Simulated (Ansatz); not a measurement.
A relaxed cell of SnTe (Fm-3m (No. 225)), relaxed on a k-mesh at least as fine as the one used below. These are PBE (plane waves to 420 eV, PAW, scalar-relativistic; Ansatz, a program for electronic structure) values and carry that method's errors. Γ-centred k-mesh 9×9×9 on the run's cell (coarser than for final values), Fermi–Dirac smearing 0.05 eV.

```yaml
crystal:
  lattice:
    - [0.00000, 3.20475, 3.20475]
    - [3.20475, 0.00000, 3.20475]
    - [3.20475, 3.20475, 0.00000]
  atoms:
    - { symbol: Sn, position: [0.00000, 0.00000, 0.00000] }
    - { symbol: Te, position: [0.50000, 0.50000, 0.50000] }
```

The atoms are displaced along an unstable phonon of this cell by (Å):

| atom | ux | uy | uz |
|---|---|---|---|
| Sn1 | 0.000 | 0.000 | -0.150 |
| Te2 | 0.000 | 0.000 | 0.140 |

Q: What forces (eV/Å) and pressure result?

A: 
```json
[
 {"atom": "Sn1", "Fx": "0.00", "Fy": "0.00", "Fz": "0.32"},
 {"atom": "Te2", "Fx": "0.00", "Fy": "0.00", "Fz": "-0.32"}
]
```

Pressure +1.0 GPa.

Q: Estimate the energy cost of the displacement in the harmonic approximation and compare with the calculation.

A: For a harmonic well ΔE = −½ Σ F·u = 0.046 eV a cell, or 23 meV/atom. The calculated energy relative to the undisplaced cell is +0.010 eV/atom, so anharmonic terms matter at this amplitude.

No spin polarisation in the result.

The run that gave the undisplaced cell could not lose the symmetry of its start.
